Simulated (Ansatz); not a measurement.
A trial structure of KAgAuC6N6 was built thus: cyanide-bridged rock-salt net of two metals, 1 guest cations a cell (F-43m, No. 216). The dimensions are guesses.

```cif
data_structure
_symmetry_space_group_name_H-M 'F-43m'
_symmetry_Int_Tables_number 216
_cell_length_a 10.3990
_cell_length_b 10.3990
_cell_length_c 10.3990
_cell_angle_alpha 90.000
_cell_angle_beta 90.000
_cell_angle_gamma 90.000
_cell_volume 1124.54
loop_
_atom_site_label
_atom_site_type_symbol
_atom_site_symmetry_multiplicity
_atom_site_Wyckoff_symbol
_atom_site_fract_x
_atom_site_fract_y
_atom_site_fract_z
_atom_site_occupancy
K1 K 4 c 0.25000 0.25000 0.25000 1
Ag1 Ag 4 a 0.00000 0.00000 0.00000 1
C1 C 24 f 0.19444 0.00000 0.00000 1
Au1 Au 4 b 0.50000 0.00000 0.00000 1
N1 N 24 f 0.30695 0.00000 0.00000 1
```

Method: Ansatz, DFT PBE, scalar-relativistic, plane waves, PAW. Cutoff 420 eV, Gaussian smearing, Γ-centred meshes. Cell and atoms relax first on a coarse mesh and then on a finer one. In between, the cell is made exact in the group found at 0.06 Å. In metals the finer mesh still leaves noise of several meV/atom or more. The steps can't lower the symmetry of their start. No spin polarisation in the relaxation; trial moments died out in a coarse test.

A guess keeps its type if space group and coordination stay and the shape of the cell changes little (axis ratios within about 15 %, angles within 6°); the volume may change.

Question: Does it keep its structure type, or change into something else?

Answer: It keeps its type. The symmetry stays F-43m (No. 216). The volume per atom grows by 29.8 %, from 18.7 to 24.3 Å³. The shortest distance stays 1.17 Å (C–N). Counting neighbours within 15 % of an atom's shortest distance, the start has Ag 6, Au 6, C 1, K 24, N 1 and the end Ag 6, Au 6, C 1, K 24, N 1.

The last run used a 6×6×6 mesh for its 15-atom cell and Gaussian smearing of 0.10 eV. These runs have no spin–orbit coupling, which can matter for Au. Symmetry constrained the relaxation, so the result can be a saddle point.
